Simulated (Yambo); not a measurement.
G0W0@PBEsol for CsPbBr₃ (cubic perovskite, space group Pm-3m, No. 221) in Yambo (2×2×2 mesh, 7 Ry block, plasmon pole, screening fixed), without a terminator:

```
bands N in G  gap R → R (eV)  shift of the valence edge (eV)
------------  --------------  ------------------------------
200                    1.034                          -0.118
362                    1.140                          -0.464
576                    1.201                          -0.633
```

Task: Extrapolate both columns to infinite N with E(N) = E∞ + A/N, test the form, and compare with the terminator.

Result: From two points, E∞ = (N2 E2 − N1 E1)/(N2 − N1). The two largest N give 1.30 eV for the gap and -0.92 eV for the shift; the two smallest give 1.27 eV and -0.89 eV. For the gap the slopes A are -47 and -59 eV: the form isn't reached, and its limit is uncertain. For the shift the slopes A are 150 and 160 eV: the 1/N form holds. With the Bruneval-Gonze terminator and 576 bands the run gives 1.25 eV and -0.76 eV, 0.05 eV and 0.16 eV from the extrapolated values: the terminator too is an estimate of the remainder. Block, mesh and the bands in W are held fixed.

The standard potential for Pb keeps a d shell in the valence without the s and p states of that shell. In tests on such compounds this moved G0W0 gaps by up to about 0.9 eV, so absolute quasiparticle energies here are unreliable; differences between settings are what counts.

Spin-orbit coupling is included.

Geometry of the Materials Project entry, not relaxed at this level; primitive cell a = b = c = 5.949 Å, α = β = γ = 90.00°.

A shift is the quasiparticle energy of the state minus its PBEsol energy.
